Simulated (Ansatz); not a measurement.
TaAg:
```cif
data_AgTa
_chemical_formula_sum 'Ag1 Ta1'
_space_group_name_H-M_alt 'P 1'
_space_group_IT_number 1
_cell_length_a 2.82837
_cell_length_b 2.82837
_cell_length_c 4.40462
_cell_angle_alpha 90.000
_cell_angle_beta 90.000
_cell_angle_gamma 90.000
loop_
_space_group_symop_operation_xyz
  'x, y, z'
loop_
_atom_site_label
_atom_site_type_symbol
_atom_site_fract_x
_atom_site_fract_y
_atom_site_fract_z
_atom_site_occupancy
Ag1 Ag 0.00000 0.00000 0.00000 1
Ta1 Ta 0.50000 0.50000 0.50000 1
```

Relaxed with PBE.

Problem. Which orbitals make up the states near the Fermi level in PBE (plane waves, PAW; program Ansatz)?

Solution. Within 0.5 eV of the Fermi level: Ta 5d 73 %, Ag 4d 8 %, outside the projected shells 11 %. Projections are on Löwdin-orthogonalised atomic valence shells; empty p or d shells of many metals are not among them.

Problem. Tabulate the density of states.

Solution. States/eV per cell of 2 atoms, in 0.25 eV bins, energy from the Fermi level.

```csv
E (eV),total,Ag 4d,Ta 5d,Ta 6s
-7.85,0.11,0.00,0.00,0.05
-7.60,0.15,0.00,0.00,0.07
-7.35,0.18,0.00,0.00,0.09
-7.10,0.23,0.01,0.00,0.10
-6.85,0.29,0.03,0.01,0.12
-6.60,0.73,0.34,0.05,0.17
-6.35,2.40,1.66,0.18,0.30
-6.10,5.17,4.04,0.40,0.44
-5.85,5.09,4.26,0.38,0.25
-5.60,4.29,3.72,0.39,0.03
-5.35,4.38,3.75,0.43,0.04
-5.10,4.97,4.29,0.45,0.04
-4.85,4.52,4.02,0.22,0.04
-4.60,4.56,4.14,0.17,0.02
-4.35,3.20,2.90,0.11,0.04
-4.10,1.83,1.48,0.11,0.07
-3.85,1.26,0.88,0.13,0.10
-3.60,0.84,0.42,0.16,0.12
-3.35,0.84,0.36,0.21,0.13
-3.10,0.80,0.25,0.27,0.14
-2.85,0.84,0.18,0.37,0.15
-2.60,0.94,0.18,0.45,0.16
-2.35,1.25,0.21,0.71,0.18
-2.10,1.86,0.27,1.26,0.17
-1.85,2.27,0.37,1.60,0.14
-1.60,1.63,0.18,1.25,0.08
-1.35,1.36,0.10,1.13,0.04
-1.10,1.57,0.10,1.30,0.06
-0.85,1.76,0.13,1.36,0.07
-0.60,1.47,0.10,1.11,0.07
-0.35,1.58,0.12,1.13,0.06
-0.10,1.72,0.14,1.24,0.05
0.15,2.21,0.16,1.60,0.08
0.40,2.05,0.17,1.54,0.05
0.65,1.01,0.07,0.81,0.03
0.90,0.62,0.04,0.52,0.02
1.15,0.37,0.02,0.32,0.01
1.40,0.59,0.04,0.50,0.02
1.65,0.87,0.06,0.71,0.06
1.90,1.65,0.10,1.35,0.13
2.15,2.21,0.11,1.72,0.17
2.40,2.43,0.11,1.86,0.19
2.65,2.07,0.07,1.60,0.13
2.90,1.96,0.06,1.57,0.09
3.15,1.94,0.05,1.54,0.06
3.40,1.54,0.04,1.21,0.05
3.65,1.45,0.03,1.12,0.05
3.90,1.12,0.02,0.73,0.05
4.15,0.88,0.02,0.48,0.05
4.40,0.75,0.01,0.38,0.05
4.65,0.74,0.01,0.35,0.05
```

Space group P4/mmm (L1₀ or tetragonal B2). The start of the workflow was typed in or built on a structure type; neither database checked (COD, Materials Project) lists it. Its standing as an ambient phase is unchecked. The PBE relaxation kept the symmetry of its start; its stability against distortions is not shown here. The run is not spin-polarised. Its formation energy is positive at this level, so the cell may be metastable or incomplete. Spin–orbit coupling is left out wherever it is not named.

Potentials: the later of the program's two PAW sets.
